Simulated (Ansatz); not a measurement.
Theory: DFT PBE, scalar-relativistic, plane waves, PAW (Ansatz 0.2.0). All cells share a 420 eV cutoff and Γ-centred k meshes spaced at most about 0.3 Å⁻¹ (about 0.25 or finer for metals, 2π included). No spin polarisation in the final relaxations.

These are static total energies at zero pressure.

Two relaxed structures of Zr2SiC2:

1.

```
CELL_PARAMETERS angstrom
-2.30123 2.30123 3.67653
2.30123 -2.30123 3.67653
2.30123 2.30123 -3.67653
ATOMIC_POSITIONS crystal
Zr 0.75000 0.25000 0.50000
Zr 0.25000 0.75000 0.50000
Si 0.50000 0.50000 0.00000
C 0.75801 0.75801 0.00000
C 0.24199 0.24199 0.00000
```

2.

```
CELL_PARAMETERS angstrom
-2.02894 2.02894 5.03308
2.02894 -2.02894 5.03308
2.02894 2.02894 -5.03308
ATOMIC_POSITIONS crystal
Zr 0.67010 0.67010 0.00000
Zr 0.32990 0.32990 0.00000
Si 0.00000 0.00000 0.00000
C 0.25000 0.75000 0.50000
C 0.75000 0.25000 0.50000
```

Task: Which form is favoured at zero pressure, and by what margin per atom?

Result: Cell 1 is lower, by 0.41 eV/atom. Cell 1 has space group I4/mmm (No. 139), 15.6 Å³/atom and no gap on its mesh; cell 2 has space group I4/mmm (No. 139), 16.6 Å³/atom and no gap. The shortest distance is 1.90 Å (Si–C) in cell 1 and 2.18 Å (Zr–C) in cell 2. The denser one is the lower, and pressure would at first widen the difference. In cell 1, around Zr lie 4 C at 2.30 Å and 4 Si at 2.95 Å; Si is surrounded by 2 C at 1.90 Å and 8 Zr at 2.95 Å; around C lie 1 Si at 1.90 Å and 4 Zr at 2.30 Å. In cell 2, Zr is surrounded by 4 C at 2.18 Å, 5 Zr at 3.29–3.42 Å and 5 Si at 3.32–3.34 Å; Si is surrounded by 8 C at 3.23 Å and 10 Zr at 3.32–3.34 Å; around C lie 4 Zr at 2.18 Å, 4 C at 2.87 Å and 4 Si at 3.23 Å. Both come from invented guesses. A third cell relaxed alike, in P1, lies 143 meV/atom below the lower of the two.

Cells relaxed within their symmetry can be saddle points.
